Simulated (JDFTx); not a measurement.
Input for JDFTx (a modified build): p-cresol, C7H8O (SMILES Cc1ccc(O)cc1), charge 0, multiplicity 1, soft-sphere model, water, 0.5 M KCl; lengths in bohr, energies in hartree. The run starts from orbitals saved by an earlier run of the same system.

```
lattice \
  26.9285972759 0.0000000000 0.0000000000 \
  0.0000000000 22.6767134955 0.0000000000 \
  0.0000000000 0.0000000000 17.4799666528
coords-type Cartesian
ion C -5.2946402508 0.3755378124 0.4977819385 0
ion C -2.4681696691 0.1805714887 0.5251648597 0
ion C -0.9712084761 2.3337225103 0.5173654199 0
ion C 1.6367786040 2.1630409496 0.5030155336 0
ion C 2.8013419754 -0.1883547859 0.4952322180 0
ion O 5.3639279045 -0.4512589599 0.4850415087 0
ion C 1.3212427611 -2.3598297517 0.5018157405 0
ion C -1.2796854530 -2.1622587010 0.5159474622 0
ion H -6.1482631046 -1.2364021620 1.4446811912 0
ion H -5.9196766855 2.1004878290 1.4240825350 0
ion H -5.9832657450 0.4102497007 -1.4446811912 0
ion H -1.8512367862 4.1765787799 0.5243199924 0
ion H 2.7758628804 3.8624638022 0.5009121594 0
ion H 6.1482631046 1.1940831726 0.4864563254 0
ion H 2.2445376275 -4.1765787799 0.4990879457 0
ion H -2.4103070985 -3.8623923909 0.5227177167 0
ion-species pseudo/c_pbe_v1.2.upf
ion-species pseudo/o_pbe_v1.2.upf
ion-species pseudo/h_pbe_v1.4.upf
elec-cutoff 20 100
elec-ex-corr gga-PBE
symmetries none
elec-n-bands 21
electronic-minimize nIterations 150 energyDiffThreshold 1e-7
fluid LinearPCM
pcm-variant SoftSphere
fluid-solvent H2O
fluid-cation K+ 0.5
fluid-anion Cl- 0.5
fluid-minimize nIterations 400 knormThreshold 1e-11
wavefunction read s0.wfns 24
dump-name s3.$VAR
dump End State Ecomponents EigStats BandEigs Forces ElecDensity IonicPositions FluidDebug
```

The log closes as follows.

```
[...]
ElecMinimize: Iter:   9  Etot: -60.757825692185449  |grad|_K:  2.364e-07  alpha:  1.148e+00  linmin:  7.497e-02
ElecMinimize: Iter:  10  Etot: -60.757825747263780  |grad|_K:  1.403e-07  alpha:  1.132e+00  linmin: -2.206e-06
ElecMinimize: Iter:  11  Etot: -60.757825762498449  |grad|_K:  7.781e-08  alpha:  8.932e-01  linmin: -1.593e-01
ElecMinimize: Converged (|Delta Etot|<1.000000e-07 for 2 iters).

# Ionic positions in cartesian coordinates:
ion C  -5.294640250800000   0.375537812400000   0.497781938500000 0
ion C  -2.468169669100000   0.180571488700000   0.525164859700000 0
ion C  -0.971208476100000   2.333722510300000   0.517365419900000 0
ion C   1.636778604000000   2.163040949600000   0.503015533600000 0
ion C   2.801341975400000  -0.188354785900000   0.495232218000000 0
ion C   1.321242761100000  -2.359829751700000   0.501815740500000 0
ion C  -1.279685453000000  -2.162258701000000   0.515947462200000 0
ion O   5.363927904500000  -0.451258959900000   0.485041508700000 0
ion H  -6.148263104599999  -1.236402162000000   1.444681191200000 0
ion H  -5.919676685500000   2.100487829000000   1.424082535000000 0
ion H  -5.983265744999999   0.410249700700000  -1.444681191200000 0
ion H  -1.851236786200000   4.176578779900000   0.524319992400000 0
ion H   2.775862880400000   3.862463802200001   0.500912159400000 0
ion H   6.148263104599999   1.194083172600000   0.486456325400000 0
ion H   2.244537627500000  -4.176578779900000   0.499087945700000 0
ion H  -2.410307098500000  -3.862392390900000   0.522717716700000 0

# Forces in Cartesian coordinates:
force C   0.007371716496802  -0.000587684309236  -0.000481034293982 0
force C  -0.011256446506206   0.000228790245259   0.000750360217749 0
force C   0.000934148095838  -0.000756376970459   0.000074286963707 0
force C   0.003080279306239   0.002436158901117  -0.000242127970023 0
force C  -0.000777569150151   0.001379170980025  -0.000180094864627 0
force C   0.005837706133483   0.000500327628809  -0.000268693652413 0
force C  -0.000215499641302   0.000958888331988   0.000087564652765 0
force O   0.000923045911201  -0.021398903078941   0.000038085495431 0
force H  -0.005278290855296  -0.007013798558787   0.003937410562672 0
force H  -0.004157748079667   0.007661851257429   0.003803771900605 0
force H  -0.005251441171608   0.000291880835273  -0.008172745606593 0
force H  -0.004560016128873   0.009690547925844   0.000269081882914 0
force H   0.005735071014019   0.007998535448380   0.000053575518420 0
force H   0.008926862547151   0.018910141548408   0.000002313046732 0
force H   0.004635058082607  -0.011044349682625   0.000049120297134 0
force H  -0.005950728228560  -0.009166820659138   0.000247610638465 0

# Energy components:
   A_diel =       -0.0082188480684368
   Eewald =       72.3227061475844977
       EH =      120.0933456422730075
     Eloc =     -276.3235500814208194
      Enl =        7.7177023088410825
      Exc =      -19.2187423395124917
 Exc_core =        0.3007809198364175
       KE =       34.3581504879682811
-------------------------------------
     Etot =      -60.7578257624984488


	eMin: -0.977399 at state 0 ( [ +0.000000 +0.000000 +0.000000 ] spin 0 )
	HOMO: -0.196021 at state 0 ( [ +0.000000 +0.000000 +0.000000 ] spin 0 )
```

The run took 12 electronic cycles (a count that differs between repeats, as do the digits past 10⁻⁶ Ha); the highest occupied level lies at -5.33 eV from the bulk liquid; the total lies -0.16 eV from the vacuum run at this geometry.
